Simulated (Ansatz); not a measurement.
MgCdTe$_{2}$:
```xyz
4
Lattice="4.5807 0.0000 0.0000 0.0000 4.5807 0.0000 0.0000 0.0000 6.4336" Properties=species:S:1:pos:R:3 pbc="T T T"
Mg     2.2904     2.2904     3.2168
Cd     0.0000     0.0000     0.0000
Te     0.0000     2.2904     1.6312
Te     2.2904     0.0000     4.8024
```

Tensor components refer to the Cartesian frame of this cell.

Problem. Give the high-frequency dielectric tensor and the Born effective charge tensors of the independent atoms from DFPT, DFT-PBEsol in the program Ansatz with PAW potentials.

Solution. 
ε∞:
```
7.00  0.00  0.00
0.00  7.00  0.00
0.00  0.00  6.89
```
Z* of atom 1 (Mg), rows: field, columns: displacement, in e:
```
1.85  0.00  0.00
0.00  1.85  0.00
0.00  0.00  2.06
```
Z* of atom 2 (Cd), rows: field, columns: displacement, in e:
```
2.19  0.00  0.00
0.00  2.19  0.00
0.00  0.00  1.99
```
Z* of atom 3 (Te), rows: field, columns: displacement, in e:
```
-1.91   0.00   0.00
 0.00  -2.13   0.00
 0.00   0.00  -2.03
```

Static charges for comparison (Bader): Mg1 +1.53, Cd2 +0.49, Te3 -1.01 e. Born charges measure polarisation by displacement and can exceed these by far.

Space group P-4m2. The first step of the workflow began from a Materials Project structure, measured or hypothetical; the Crystallography Open Database copy checked does not list it. With Mg and Cd taken as one species the cell has the higher symmetry F-43m, so it may be an ordered model of a mixed-site phase. Whether it is the stable phase at ambient conditions was not checked. Symmetry was held in the PBEsol relaxation; whether a distortion lowers the energy is not shown. Scalar-relativistic: spin–orbit coupling is off unless named, which matters more the heavier the elements.

Potentials: the later of the program's two PAW sets.
